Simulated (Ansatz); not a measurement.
A crystal of cell content C10H10Ga2I6N2 at more than one level of theory

Plane-wave PAW calculations in Ansatz, scalar-relativistic unless spin-orbit coupling is named; Γ-centred meshes, relaxations with the symmetry kept. Pressure is positive in compression. No spin polarisation at the first level.

Plane waves to 420 eV, a k mesh through Γ of 4×4×2 on the computed 30-atom cell and Gaussian smearing (0.02 eV); no spin polarisation.

Structure relaxed with PBE+D3(BJ):

```yaml
crystal:
  lattice:
    - [7.17766, 0.01805, -0.01086]
    - [3.29226, 8.28052, 0.00337]
    - [1.79131, 1.97115, 9.40565]
  atoms:
    - { symbol: Ga, position: [0.03759, 0.16769, 0.21720] }
    - { symbol: Ga, position: [0.96241, 0.83231, 0.78280] }
    - { symbol: H, position: [0.06376, 0.86276, 0.14055] }
    - { symbol: H, position: [0.93624, 0.13724, 0.85945] }
    - { symbol: H, position: [0.29006, 0.56807, 0.17527] }
    - { symbol: H, position: [0.70994, 0.43193, 0.82473] }
    - { symbol: H, position: [0.57197, 0.47354, 0.33082] }
    - { symbol: H, position: [0.42803, 0.52646, 0.66918] }
    - { symbol: H, position: [0.61109, 0.67918, 0.44868] }
    - { symbol: H, position: [0.38891, 0.32082, 0.55132] }
    - { symbol: H, position: [0.37072, 0.96977, 0.40403] }
    - { symbol: H, position: [0.62928, 0.03023, 0.59597] }
    - { symbol: C, position: [0.18777, 0.81642, 0.20724] }
    - { symbol: C, position: [0.81223, 0.18358, 0.79276] }
    - { symbol: C, position: [0.31365, 0.65264, 0.22785] }
    - { symbol: C, position: [0.68635, 0.34736, 0.77215] }
    - { symbol: C, position: [0.46896, 0.60097, 0.31488] }
    - { symbol: C, position: [0.53104, 0.39903, 0.68512] }
    - { symbol: C, position: [0.49176, 0.71430, 0.38001] }
    - { symbol: C, position: [0.50824, 0.28570, 0.61999] }
    - { symbol: C, position: [0.36028, 0.87621, 0.35549] }
    - { symbol: C, position: [0.63972, 0.12379, 0.64451] }
    - { symbol: I, position: [0.05186, 0.30671, 0.41166] }
    - { symbol: I, position: [0.94814, 0.69329, 0.58834] }
    - { symbol: I, position: [0.20756, 0.26394, 0.97687] }
    - { symbol: I, position: [0.79244, 0.73606, 0.02313] }
    - { symbol: I, position: [0.68576, 0.16761, 0.20602] }
    - { symbol: I, position: [0.31424, 0.83239, 0.79398] }
    - { symbol: N, position: [0.21211, 0.92574, 0.26969] }
    - { symbol: N, position: [0.78789, 0.07426, 0.73031] }
```

| level | cell | cutoff (eV) | k mesh | primitive cell | V (Å³/atom) | P (GPa; residual where relaxed) | gap on mesh (eV) |
| --- | --- | --- | --- | --- | --- | --- | --- |
| PBE+D3(BJ) | relaxed | 420 | 4×4×2 | a = 7.18 Å, b = 8.91 Å, c = 9.78 Å, α = 75.20°, β = 79.50°, γ = 68.17° | 18.6 | -0.01 | 2.74 |
| r2SCAN+D3(BJ) | relaxed | 500 | 4×4×2 | a = 7.21 Å, b = 8.92 Å, c = 9.80 Å, α = 74.65°, β = 79.56°, γ = 67.91° | 18.7 | 0.00 | 3.12 |

The start is a cell measured at 123 K (doi:10.1021/ic301507c), with 18.78 Å³ an atom; a static calculation leaves out thermal expansion, so the difference isn't the functional's error alone.

Spin-orbit coupling is left out. The D3 damping used with r2SCAN was fitted together with a three-body term that is left out here.

Cost: 2 runs of about 34 core-minutes in all, on Arm Neoverse V2 (shared hosts).